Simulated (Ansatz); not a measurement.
HgS:
```
HgS
1.0
    3.97124     0.00000     0.00000
    0.00000     3.97124     0.00000
    0.00000     0.00000     7.05827
Hg S
2 2
Cartesian
  0.00000   1.98562   0.00000
  1.98562   0.00000   3.52913
  0.00000   0.00000   1.76457
  0.00000   0.00000   5.29370
```

Relaxed with PBE. Special points in fractions of this cell's reciprocal vectors: Γ (0.000, 0.000, 0.000); X (0.000, 0.500, 0.000); M (0.500, 0.500, 0.000); Z (0.000, 0.000, 0.500); R (0.000, 0.500, 0.500); A (0.500, 0.500, 0.500).

Q: List the band energies nearest the Fermi level at these points for the program Ansatz at the PBE level (PAW).

A: In eV from the Fermi level; about four levels below and three above (degenerate sets whole), none deeper than 8.9 eV; points with the same levels are listed once.

```csv
k,below,above
Γ,-1.66 -1.42 -0.19 -0.19,2.68 3.67 5.55 5.55
X,-1.80 -0.47 -0.23 -0.11,0.97 3.79 5.68
M,-4.44 -4.44 -4.17 -3.03 -3.03,0.43 0.93 1.76 1.76
Z,-1.88 -1.88 -0.79 -0.79,1.26 1.26 4.64 4.64
R,-3.22 -2.92 -1.86 -0.22,1.71 2.34 2.37
A,-2.96 -2.96 -1.89 -1.89,1.84 1.84 2.13 2.13
```

Space group P4_2/mmc. The cell is a constructed one: a structure type filled with these elements; neither database checked (COD, Materials Project) lists it. COD files the formula under space group No. 152, 154, 166, 216, so this cell is another polymorph or a model. Whether it is the stable phase at ambient conditions was not checked. The PBE relaxation kept the symmetry of its start; whether a distortion lowers the energy is not shown. Spin–orbit coupling is left out wherever it is not named.

Potentials: the later of the program's two PAW sets.
